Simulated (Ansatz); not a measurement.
### Question
Name crystals whose computed values (the program Ansatz at the LDA level (PAW)) fall in these windows: ε0 37 to 51; gap (eV) 1.9 to 2.4; ε∞ 6.1 to 8.5.

### Answer


```json
[
 {"crystal": "VBiO4, I4_1/a (V on 4b, Bi on 4a, O on 16f)", "ε0": "42.8", "gap (eV)": "2.02", "ε∞": "7.33"},
 {"crystal": "TiO2, anatase", "ε0": "44.8", "gap (eV)": "2.08", "ε∞": "6.67"}
]
```
Others may fit too.

All cells were relaxed under the symmetry of their starts (and spin orders); stability against distortions was not tested throughout. Rows with no word on spin ran without spin polarisation. Spin–orbit coupling is left out wherever it is not named.

Potentials: the later of the program's two PAW sets.
